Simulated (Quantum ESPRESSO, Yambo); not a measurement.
Levels of theory for the gap of Sr$_{2}$NO$_{6}$H$_{3}$

Sr2NO6H3 (space group P-62m, No. 189): one geometry, one set of LDA (Quantum ESPRESSO, PseudoDojo norm-conserving, 84 Ry, without SOC) orbitals, self-energies from Yambo (3×3×4 Γ-centred k mesh, 158 bands and a 6 Ry block in the screening, 158 bands in G with the Bruneval-Gonze terminator, plasmon pole fitted at 27.2 eV).

The geometry is that of Materials Project entry mp-1095649, symmetrised and not relaxed again.

```
level                                                     gap K → A (eV)  direct gap at A (eV)                   rough Yambo cost
--------------------------------------------------------  --------------  --------------------  ---------------------------------
LDA (Quantum ESPRESSO)                                              2.80                  3.32                                  –
exchange only (Hartree-Fock self-energy on LDA orbitals)           13.64                 14.15              about 1/20 (8 states)
static COHSEX@LDA                                                   7.57                  8.24  within a factor of two (3 states)
G0W0@LDA, plasmon pole                                              6.42                  7.05                       1 (8 states)
```

Bare exchange has no screening and gives the widest gap; static COHSEX screens it but leaves out the frequency dependence, which G0W0 restores. All rows use the LDA edge points; in the exchange only run other k points give a smaller gap, 13.52 eV.

Costs are rough ratios of core time on shared machines.

Nearest settings tried, and what they do to the gap: 107 bands in W, 107 bands in G: +50 meV; 2 Ry block (57 vectors against 245): +151 meV. Not varied: mesh. So the settings aren't converged at that level.
